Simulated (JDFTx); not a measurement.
# Double layer at Os(1 0 -1 0)

System: Os(1 0 -1 0) (P6_3/mmc bulk; lattice of mp-49, not re-optimised at this level), 1x1 cell of 6 atoms in 6 planes, area 11.88 Å² a face, 5.3 Å between the outermost planes in a cell 21.5 Å high; k mesh 8×6×1, Fermi width 0.01 Ha, no spin polarisation.

Method: PBE, GBRV ultrasoft potentials, plane waves to 20/100 Ha, in JDFTx (a modified build). Outer atoms relaxed in vacuum, keeping the start's symmetry. The same nuclei were then put into each liquid, at zero charge and at set potentials or charges. Ideal, unreconstructed faces without any overlayer. U vs SHE = −μ/e − 4.44 V throughout (conventional absolute potential of the hydrogen electrode). Convergence in thickness and k mesh wasn't tested for this slab.

In vacuum the work function is 5.15 eV, which would put the uncharged electrode at 0.71 V vs SHE if the liquid did nothing. Each liquid moves the Fermi level of the neutral slab, now counted from the bulk liquid: CANDLE, water, 2 M NaF by 0.32 eV, to a potential of zero charge of 0.38 V; linear PCM (GLSSA13), water, 2 M NaF by 0.26 eV, to a potential of zero charge of 0.45 V. The models of water differ by 0.07 V among themselves.

Charging:

```json
[
 {"liquid": "CANDLE, water", "U − U_pzc (V)": "0.17", "σ (μC/cm²)": "2.4", "σ/(U − U_pzc) (μF/cm²)": "14", "Δγ (mJ/m²)": "-2"},
 {"liquid": "CANDLE, water", "U − U_pzc (V)": "0.52", "σ (μC/cm²)": "7.5", "σ/(U − U_pzc) (μF/cm²)": "15", "Δγ (mJ/m²)": "-19"},
 {"liquid": "CANDLE, water", "U − U_pzc (V)": "0.98", "σ (μC/cm²)": "15.0", "σ/(U − U_pzc) (μF/cm²)": "15", "Δγ (mJ/m²)": "-71"},
 {"liquid": "linear PCM (GLSSA13), water", "U − U_pzc (V)": "-0.30", "σ (μC/cm²)": "-4.8", "σ/(U − U_pzc) (μF/cm²)": "16", "Δγ (mJ/m²)": "-7"},
 {"liquid": "linear PCM (GLSSA13), water", "U − U_pzc (V)": "0.30", "σ (μC/cm²)": "5.5", "σ/(U − U_pzc) (μF/cm²)": "18", "Δγ (mJ/m²)": "-8"}
]
```

The mean capacitance runs from 14 to 18 μF/cm². Δγ, the grand free energy per area against the neutral surface, is negative throughout, since charging at a held potential lowers it. The cavity function reaches one half at 3.1 Å (CANDLE, water), 2.5 Å (linear PCM (GLSSA13), water) above the top atoms; the models define their cavities differently. CANDLE's negatively charged runs are left out, as they depend on the cell height. No specific adsorption of ions or solvent is in these numbers.
